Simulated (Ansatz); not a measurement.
BaTe (rock salt, Fm-3m) under volume change, PBE (plane waves, PAW; program Ansatz), scaled uniformly.

```tsv
V (Å³/atom)	E − E(relaxed) (meV/atom)	P (GPa)
40.105	37.7	3.32
41.427	15.8	2.03
42.749	3.7	0.93
44.071	0.0	0.00
45.393	3.4	-0.79
46.716	12.7	-1.47
48.038	27.3	-2.04
```

Problem. What does a third-order Birch–Murnaghan fit give for V₀, B₀ and B′?

Solution. V₀ = 44.07 Å³/atom, B₀ = 28.6 GPa, B′ = 4.4.

The cell was relaxed with PBE under the symmetry of its start; of distortions, only those at the zone centre were tested. Scalar-relativistic: spin–orbit coupling is off unless named, which matters more the heavier the elements.

Potentials: the later of the program's two PAW sets.
